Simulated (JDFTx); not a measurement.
AlN(1 0 -1 0) slab cut from bulk AlN (space group P6_3mc, indices of the conventional cell, lattice of the Materials Project entry mp-661, not re-optimised): 12 atoms in 6 planes, a 1x1 cell of 15.70 Å² (|a| = 3.129, |b| = 5.017 Å), 6.3 Å between the outermost planes, Al/N outermost, slab composition Al6N6, cell height 22.3 Å, 6×4×1 k mesh, Fermi smearing 0.003 Ha, no spin polarisation. Whether this polymorph is the ambient one wasn't checked.

All numbers are PBE, GBRV ultrasoft potentials, plane waves to 20/100 Ha results from a modified build of JDFTx, not measurements. Vacuum. The outer atoms relax from bulk positions, keeping the cell's symmetry; the lattice is not PBE's own optimum in this code, and that strain can shift the moves by a few hundredths of an ångström. Input:

```
lattice \
  5.9121779161 0.0000000000 0.0000000000 \
  0.0000000000 9.4806803782 0.0000000000 \
  0.0000000000 0.0000000000 42.1408925792
coords-type Lattice
ion Al 0.5000000000 0.0007100000 -0.1417493860 1
ion Al 0.0000000000 0.5007100000 -0.1012495610 1
ion Al 0.0000000000 0.0007100000 -0.0202499120 0
ion Al 0.5000000000 0.5007100000 0.0202499120 0
ion Al 0.5000000000 0.0007100000 0.1012495610 1
ion Al 0.0000000000 0.5007100000 0.1417493860 1
ion N 0.5000000000 0.6192900000 -0.1417493860 1
ion N 0.0000000000 0.1192900000 -0.1012495610 1
ion N 0.0000000000 0.6192900000 -0.0202499120 0
ion N 0.5000000000 0.1192900000 0.0202499120 0
ion N 0.5000000000 0.6192900000 0.1012495610 1
ion N 0.0000000000 0.1192900000 0.1417493860 1
ion-species pseudo/al_pbe_v1.upf
ion-species pseudo/n_pbe_v1.2.upf
elec-cutoff 20 100
elec-ex-corr gga-PBE
coulomb-interaction Slab 001
coulomb-truncation-embed 0 0 0
kpoint-folding 6 4 1
elec-smearing Fermi 0.003
lcao-params 10
elec-n-bands 30
converge-empty-states yes
electronic-scf nIterations 100 energyDiffThreshold 1e-07
ionic-minimize nIterations 10 energyDiffThreshold 1e-5 knormThreshold 4e-4
dump-name vac.$VAR
dump End State Ecomponents EigStats BandEigs Forces ElecDensity IonicPositions Fillings Kpoints Dtot
```

Q: How far do the free atoms of the upper face move along the normal, and how much energy is released?

A: N (atom 12) -0.03 Å, Al (atom 6) -0.22 Å, Al (atom 5) 0.10 Å, N (atom 11) 0.05 Å (positive: outward). The free energy falls by 1.006 eV per cell, 514 mJ/m².
